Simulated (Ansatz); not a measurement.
CrB4:
Space group Immm (No. 71); a = 2.807 Å, b = 4.675 Å, c = 5.423 Å, α = β = γ = 90.00°

```tsv
atom	site	symmetry	x	y	z
Cr	2a	mmm	0.0000	0.0000	0.0000
B	8l	m..	0.0000	0.1958	0.3424
```
(The calculation used a cell of 5 atoms; values per cell refer to that cell.)

Relaxed with LDA.

**Question.** Which orbitals make up the states near the Fermi level in the program Ansatz at the LDA level (PAW)?

**Answer.** Within 0.5 eV of the Fermi level: Cr 3d 68 %, B 2p 30 %. Projections are on Löwdin-orthogonalised atomic valence shells; empty p or d shells of many metals are not among them.

**Question.** Tabulate the density of states.

**Answer.** States/eV per cell of 5 atoms, in 0.25 eV bins, energy from the Fermi level.

| E (eV) | total | B 2p | Cr 3d | B 2s |
|---|---|---|---|---|
| -7.85 | 1.22 | 0.66 | 0.25 | 0.29 |
| -7.60 | 1.00 | 0.58 | 0.19 | 0.21 |
| -7.35 | 0.93 | 0.57 | 0.16 | 0.17 |
| -7.10 | 0.94 | 0.61 | 0.15 | 0.16 |
| -6.85 | 1.02 | 0.67 | 0.17 | 0.16 |
| -6.60 | 1.18 | 0.79 | 0.20 | 0.17 |
| -6.35 | 1.46 | 0.96 | 0.26 | 0.21 |
| -6.10 | 1.25 | 0.82 | 0.24 | 0.16 |
| -5.85 | 1.52 | 0.97 | 0.33 | 0.19 |
| -5.60 | 1.69 | 1.11 | 0.37 | 0.18 |
| -5.35 | 1.55 | 1.07 | 0.32 | 0.14 |
| -5.10 | 1.84 | 1.24 | 0.44 | 0.13 |
| -4.85 | 1.93 | 1.30 | 0.49 | 0.12 |
| -4.60 | 2.11 | 1.41 | 0.55 | 0.11 |
| -4.35 | 2.29 | 1.54 | 0.61 | 0.11 |
| -4.10 | 2.53 | 1.76 | 0.61 | 0.11 |
| -3.85 | 3.00 | 2.19 | 0.65 | 0.11 |
| -3.60 | 2.61 | 1.83 | 0.64 | 0.10 |
| -3.35 | 2.33 | 1.55 | 0.67 | 0.08 |
| -3.10 | 2.45 | 1.51 | 0.86 | 0.06 |
| -2.85 | 2.52 | 1.48 | 0.97 | 0.05 |
| -2.60 | 2.14 | 1.14 | 0.94 | 0.04 |
| -2.35 | 1.50 | 0.66 | 0.82 | 0.02 |
| -2.10 | 1.29 | 0.49 | 0.78 | 0.01 |
| -1.85 | 1.14 | 0.37 | 0.74 | 0.02 |
| -1.60 | 1.27 | 0.36 | 0.87 | 0.03 |
| -1.35 | 2.13 | 0.51 | 1.55 | 0.04 |
| -1.10 | 1.76 | 0.43 | 1.29 | 0.02 |
| -0.85 | 1.54 | 0.37 | 1.14 | 0.02 |
| -0.60 | 1.31 | 0.31 | 0.97 | 0.01 |
| -0.35 | 1.11 | 0.24 | 0.85 | 0.01 |
| -0.10 | 0.41 | 0.11 | 0.29 | 0.00 |
| 0.15 | 0.53 | 0.22 | 0.29 | 0.01 |
| 0.40 | 0.62 | 0.24 | 0.37 | 0.01 |
| 0.65 | 0.78 | 0.25 | 0.51 | 0.02 |
| 0.90 | 1.06 | 0.36 | 0.67 | 0.03 |
| 1.15 | 1.44 | 0.50 | 0.89 | 0.04 |
| 1.40 | 2.11 | 0.62 | 1.42 | 0.06 |
| 1.65 | 1.96 | 0.70 | 1.18 | 0.06 |
| 1.90 | 1.49 | 0.73 | 0.68 | 0.07 |
| 2.15 | 1.70 | 0.82 | 0.78 | 0.09 |
| 2.40 | 2.18 | 0.99 | 1.03 | 0.15 |
| 2.65 | 2.86 | 1.23 | 1.36 | 0.23 |
| 2.90 | 2.72 | 1.18 | 1.28 | 0.23 |
| 3.15 | 3.36 | 1.49 | 1.51 | 0.32 |
| 3.40 | 3.31 | 1.51 | 1.41 | 0.33 |
| 3.65 | 2.92 | 1.30 | 1.32 | 0.27 |
| 3.90 | 1.53 | 0.68 | 0.70 | 0.13 |
| 4.15 | 0.68 | 0.29 | 0.31 | 0.07 |
| 4.40 | 0.42 | 0.19 | 0.18 | 0.04 |
| 4.65 | 0.21 | 0.09 | 0.09 | 0.02 |

The workflow started from a Materials Project entry (that database holds measured and hypothetical structures alike); the Crystallography Open Database files this formula in space group No. 71, but the cells were not matched. Its standing as an ambient phase is unchecked. The LDA relaxation kept the symmetry of its start; its stability against distortions is not shown here. No spin polarisation was allowed.

Potentials: the later of the program's two PAW sets.
